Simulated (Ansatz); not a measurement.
TiTc, DFT, PBEsol, all-electron LAPW, scalar-relativistic (Ansatz 0.2.0), run on 1 thread of Arm Neoverse V2 on a shared host.

The cell comes from COD entry 1527274, which wasn't checked; take it as a given geometry. The listed cell was then made from it by scaling, straining or moving an atom.

Command: `ansatz run input.yaml --threads 1 --pin off --max-ram 3072MiB --backend cpu --events-out ev --progress --plain --runs-dir out`

```yaml
crystal:
  lattice:
    - [3.11, 0.0, 0.0]
    - [0.0, 3.11, 0.0]
    - [0.0, 0.0, 3.1722]
  atoms:
    - { symbol: Ti, position: [0.5, 0.5, 0.5] }
    - { symbol: Tc, position: [0.0, 0.0, 0.0] }
kpoints:
  mp_grid: { grid: [12, 12, 12] }
  band_path:
    path:
      - [0.0, 0.0, 0.0]
      - [0.0, 0.5, 0.0]
      - [0.5, 0.5, 0.0]
      - [0.0, 0.0, 0.0]
      - [0.0, 0.0, 0.5]
      - [0.0, 0.5, 0.5]
      - [0.5, 0.5, 0.5]
      - [0.0, 0.0, 0.5]
      - [0.0, 0.5, 0.0]
    npoints: 5
scf:
  occupations: { method: fermi_dirac, width: 0.08 }
hamiltonian:
  xc: pbesol
  pseudopotentials: { kind: all_electron, lapw: { basis_error: 0.00025 } }
output:
  forces: true
  stress: true
  eigenvalues: true
```

Problem. How large is the problem that the program sets up?

Solution. 196 irreducible k-points, 357 plane waves at Γ, 26 bands.

Problem. Estimate the wall time and the peak memory.

Solution. 74 s of wall time for 11 SCF iterations, with a peak of 0.8 GiB. Times on shared machines scatter by tens of per cent.
